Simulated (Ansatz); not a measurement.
# LiCaF3: energy along a strain

LiCaF3, Pm-3m, a = 3.761 Å (as given, not relaxed at this level: -9.4 GPa). The structure is a Materials Project entry; whether it is the stable form wasn't checked. Ansatz: LDA, PAW, 420 eV, Γ-centred 6×6×6 mesh on 5 atoms, Gaussian smearing 0.05 eV; no spin polarisation. Cell vectors (Å): 3.761 0.000 0.000; 0.000 3.761 0.000; 0.000 0.000 3.761. The cell is strained by x per cent times the pattern (0 0 1 0 0 0) in the order xx yy zz yz xz xy (engineering shears), with fractional coordinates held. y is the free energy over the start, V0 = 10.642 Å³/atom.

```tsv
x (%)	y (meV/atom)
-6.00	-18.11
-4.50	-17.64
-3.00	?
-1.50	-8.20
0.00	0.00
1.50	10.39
3.00	22.55
4.50	36.19
5.25	43.54
6.00	51.21
```

**Question.** Fit y = c1 x + c2 x² + c3 x³ to the other rows, get the stiffness along the pattern, and predict the missing energy.

**Answer.** Least squares on the rows shown. y = 6.2430 x + 0.45934 x² − 0.012969 x³. The clamped-ion stiffness p·C·p = 2 × 4.593 eV × 160.2 / 10.642 Å³ = 138 GPa, which is C33 in these axes (C11 of the cubic crystal) (second derivative at the start, which stands under stress). At x = -3.00 the fit asked for gives -14.24 meV/atom. The run gave -14.26 meV/atom, so the fit is 0.02 meV/atom too high, within the rms miss on the fitted rows (0.04 meV/atom).

Symmetry holds off the tilts and polar distortions that many cubic perovskites undergo.